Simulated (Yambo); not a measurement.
Yambo run on CsPbBr₃ (cubic perovskite, space group Pm-3m, No. 221). The wavefunctions are norm-conserving PBE (stringent potentials; Quantum ESPRESSO, 88 Ry, without SOC) ones on a 2×2×2 mesh (41 occupied bands); a = b = c = 5.878 Å, α = β = γ = 90.00°.

Yambo input:

```
rim_cut
HF_and_locXC
RandQpts= 1000000
RandGvec= 1 Ry
EXXRLvcs= 88 Ry
VXCRLvcs= 352 Ry
% QPkrange
 1 | 1 | 41 | 42 |
 2 | 2 | 41 | 42 |
 3 | 3 | 41 | 42 |
 4 | 4 | 41 | 42 |
%
```

k points by index: 1 = Γ, 2 = X, 3 = M, 4 = R.

Resulting energies as the program prints them:

```
#    K-point    Band    Eo [eV]    Ehf [eV]    Vxc [eV]    Vnlxc [eV]
#
    1    41    -2.027877    -7.126924    -14.20917    -19.30822
    1    42    3.024906    6.407123    -6.440666    -3.058449
    2    41    -1.428962    -5.626711    -15.30572    -19.50347
    2    42    2.591688    6.510695    -11.89774    -7.978734
    3    41    -0.701126    -4.360567    -15.50149    -19.16093
    3    42    2.107855    5.918614    -11.35426    -7.543502
    4    41    0.000000    -3.262875    -15.77813    -19.04101
    4    42    1.560024    5.351166    -10.56881    -6.777673
```
Exchange alone, without screening.

Geometry relaxed with PBEsol.
